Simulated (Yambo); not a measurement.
# K$_{3}$RhF$_{6}$: sweep of GW parameters

G0W0@LDA for K$_{3}$RhF$_{6}$ (space group Fm-3m, No. 225) in Yambo. Reference settings: 2×2×2 Γ-centred k mesh, bands 5 to 328 and a 8 Ry block in the screening, 328 bands in G with the Bruneval-Gonze terminator, plasmon pole fitted at 27.2 eV. The LDA gap X → X on this mesh is 2.03 eV; G0W0 gaps are taken between the same points.

```tsv
change from the reference	G0W0 gap X → X (eV)	shift of the valence edge (eV)	rough Yambo cost
reference settings	5.84	-1.58	1
127 bands in W, 127 bands in G	5.98	-1.45	about 1/3
exchange cut at 10 Ry	6.00	1.16	–
exchange cut at 20 Ry	5.90	-0.77	–
127 bands in W, 127 bands in G, 5 Ry block	5.95	-1.45	about 1/4
255 bands in W, 255 bands in G, 6 Ry block	5.85	-1.55	about 1/2
2 Ry block	6.40	-1.91	about 1/2
3 Ry block	6.03	-1.67	within a factor of two
5 Ry block	5.85	-1.58	within a factor of two
4×4×4 mesh	5.92	-1.68	about 20×
127 bands in W, 127 bands in G, 3 Ry block, no terminator	6.18	-1.32	about 1/6
127 bands in W, 127 bands in G, no terminator	6.06	-1.07	about 1/3
184 bands in W, 184 bands in G, no terminator	5.91	-1.15	about 1/2
3 Ry block, no terminator	6.06	-1.58	within a factor of two
no terminator	5.88	-1.36	within a factor of two
```

The reference isn't shown to be the converged limit. Costs are rough (shared machines), scaled to the same edge states, and given only for runs that recompute the screening.

Spin-orbit splittings are left out.

Geometry of the Materials Project entry, not relaxed at this level; primitive cell a = b = c = 6.2375 Å, α = β = γ = 60.00°.

The structure is a Materials Project entry; no match was found in the copy of COD used, and its stability was not checked.

A shift is the quasiparticle energy of the state minus its LDA energy.
